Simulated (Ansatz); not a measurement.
**Ti₂Ga under strain**

These are results of DFT r2SCAN, scalar-relativistic, plane waves, PAW in Ansatz 0.2.0, not measurements. (500 eV cutoff, 12×12×8 k-mesh, Gaussian smearing of 0.10 eV, no spin polarisation)

The relaxed crystal:

```
CELL_PARAMETERS angstrom
4.50178 0.00000 0.00000
-2.25089 3.89865 0.00000
0.00000 0.00000 5.45551
ATOMIC_POSITIONS crystal
Ti 0.33333 0.66667 0.75000
Ti 0.66667 0.33333 0.25000
Ti 0.00000 0.00000 0.00000
Ti 0.00000 0.00000 0.50000
Ga 0.33333 0.66667 0.25000
Ga 0.66667 0.33333 0.75000
```

Deformation: uniaxial strain along c, with the lengths of a and b and the atoms relaxed and the angles held, all within the symmetry that the strain leaves. Energies are extrapolated to zero smearing.

Problem. Give the structure at +2.0 %.

Solution.
```
CELL_PARAMETERS angstrom
4.48727 0.00000 0.00000
-2.24363 3.88609 0.00000
0.00000 0.00000 5.56462
ATOMIC_POSITIONS crystal
Ti 0.33333 0.66667 0.75000
Ti 0.66667 0.33333 0.25000
Ti 0.00000 0.00000 0.00000
Ti 0.00000 0.00000 0.50000
Ga 0.33333 0.66667 0.25000
Ga 0.66667 0.33333 0.75000
```
Space group P6_3/mmc (194), 4.2 meV/atom over the relaxed crystal.